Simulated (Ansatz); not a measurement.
GaSb (zinc blende, F-43m) under volume change, PBE in the plane-wave PAW code Ansatz, scaled uniformly.

```csv
V (Å³/atom),E − E(relaxed) (meV/atom),P (GPa)
27.291,40.5,5.27
28.191,17.0,3.19
29.091,4.0,1.47
29.990,0.0,0.00
30.890,3.6,-1.23
31.790,13.5,-2.27
32.690,28.7,-3.13
```

Task: What does a third-order Birch–Murnaghan fit give for V₀, B₀ and B′?

Result: V₀ = 29.99 Å³/atom, B₀ = 44.6 GPa, B′ = 4.8.

Symmetry was held in the PBE relaxation; phonons on a q-mesh show no instability. Scalar-relativistic: spin–orbit coupling is off unless named, which matters more the heavier the elements.

Potentials: the later of the program's two PAW sets.
